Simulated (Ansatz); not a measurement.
The start is a relaxed ZnSe cell deformed by the Cartesian strain tensor (xx, yy, zz, yz, xz, xy) = (0.008, -0.107, -0.055, -0.013, -0.002, 0.010). The cell and all atomic positions are relaxed at zero pressure with PBE (plane waves to 420 eV, PAW, scalar-relativistic; Ansatz, a first-principles code). The first steps use a coarse 8×7×7 k-mesh.

Initial structure:
```
CELL_PARAMETERS angstrom
      0.02150     2.52252     2.67158
      2.88370    -0.01003     2.70311
      2.91667     2.58702    -0.04300
ATOMIC_POSITIONS crystal
  Se 0.75000 0.75000 0.75000
  Zn 0.00000 0.00000 0.00000
```

Problem. By how much does the energy per atom fall from start to end?

Solution. 0.15 eV/atom.

Problem. How does the volume per atom move from start to end?

Solution. +17.6 %, from 20.03 to 23.55 Å³/atom.

Problem. Does it find its way back to the structure it was made from?

Solution. It relaxes back to the parent, F-43m (No. 216).

Problem. How do the shortest distances between atoms change?

Solution. The closest pairs of elements (up to four, under 3.6 Å), start → end: Se–Zn 2.32 → 2.48 Å.

Problem. Is the relaxed structure metallic? Give its gap.

Solution. 1.15 eV, direct at Γ (no spin-orbit coupling).

Final values are on a 10×10×10 k-mesh of the relaxed cell. No spin polarisation in the result.
